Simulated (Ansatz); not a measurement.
GeMo$_{2}$ in space group P6_3/mmc (No. 194; Ge on 2c, Mo on 2a, Mo on 2d) under volume change, the program Ansatz at the PBE level (PAW), shape and atoms relaxed at each volume.

```csv
V (Å³/atom),E − E(relaxed) (meV/atom),P (GPa)
14.016,___,___
14.478,41.2,15.13
14.940,___,___
15.402,0.0,0.00
15.864,8.7,-5.87
16.326,33.0,-10.84
16.788,70.5,-15.03
```

Task: What belongs in the gaps?

Result: 
- 14.016, E − E(relaxed) (meV/atom): 98.4
- 14.016, P (GPa): 24.79
- 14.940, E − E(relaxed) (meV/atom): 9.7
- 14.940, P (GPa): 6.94

Task: What does a third-order Birch–Murnaghan fit give for V₀, B₀ and B′?

Result: V₀ = 15.40 Å³/atom, B₀ = 212 GPa, B′ = 4.5.

A made-up cell: these elements were put on the sites of a structure type; neither database checked (COD, Materials Project) lists it. Whether it is the stable phase at ambient conditions was not checked. Symmetry was held in the PBE relaxation; whether a distortion lowers the energy is not shown. The run is not spin-polarised. Spin–orbit coupling is left out wherever it is not named.

Potentials: the later of the program's two PAW sets.
